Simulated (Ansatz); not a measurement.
LaGaO3:
```
LaGaO3
1.0
    2.76132     1.59425     4.42459
   -2.76132     1.59425     4.42459
    0.00000    -3.18850     4.42459
La Ga O
2 2 6
Direct
  0.25000   0.25000   0.25000
  0.75000   0.75000   0.75000
  0.00000   0.00000   0.00000
  0.50000   0.50000   0.50000
  0.75000   0.18459   0.31541
  0.25000   0.81541   0.68459
  0.31541   0.75000   0.18459
  0.68459   0.25000   0.81541
  0.18459   0.31541   0.75000
  0.81541   0.68459   0.25000
```

Relaxed with PBEsol. Independent-particle spectrum: no excitons, no local fields, no scissors shift; 0.1 eV broadening; ε₁ of the summed bands alone.

Question: Tabulate the dielectric function from PBEsol in the plane-wave PAW code Ansatz.

Answer: 

```
E (eV)  ε₁ xx  ε₂ xx  ε₁ zz  ε₂ zz
------  -----  -----  -----  -----
0.0      4.93   0.00   4.65   0.00
0.5      4.95   0.00   4.67   0.00
1.0      5.00   0.00   4.72   0.00
1.5      5.10   0.00   4.81   0.00
2.0      5.25   0.00   4.94   0.00
2.5      5.46   0.00   5.14   0.00
3.0      5.76   0.00   5.44   0.00
3.5      6.25   0.00   5.93   0.00
4.0      7.27   0.08   6.87   0.54
4.5      8.19   0.91   7.55   1.02
5.0      9.45   4.01   7.13   3.65
5.5      7.49   5.75   7.07   3.85
6.0      4.99   4.94   5.26   5.00
6.5      6.24   4.37   5.89   5.10
7.0      6.46   6.21   5.41   6.53
7.5      4.97   8.90   3.14   8.41
8.0      1.38   8.43   2.13   6.50
8.5      0.46   6.70   0.27   6.10
9.0     -0.46   6.44  -0.25   4.63
9.5     -1.36   4.64  -0.73   3.73
10.0    -0.55   3.57  -0.17   2.73
10.5    -0.27   3.75   0.68   2.42
11.0    -0.48   3.19   0.37   3.02
11.5    -0.84   3.08   0.07   2.91
12.0    -1.00   2.38  -0.52   2.65
```

Question: From ε at 4.4 eV (xx: 7.95 + 0.84i), find n, k, the normal reflectivity and the absorption coefficient.

Answer: n = 2.82, k = 0.149, R = 23 %, α = 2kE/ħc = 66000 cm⁻¹.

With all bands, ε∞ without local fields is 5.32 (xx = yy), 5.05 (zz). DFPT, with local fields, gives 5.19 (xx = yy), 4.92 (zz).

Space group R-3c. The workflow started from a Materials Project entry (that database holds measured and hypothetical structures alike); the Crystallography Open Database files this formula in space group No. 167, but the cells were not matched. Its standing as an ambient phase is unchecked. The PBEsol relaxation kept the symmetry of its start; phonons show weakly imaginary modes. Spin–orbit coupling is left out wherever it is not named.

Potentials: the later of the program's two PAW sets.
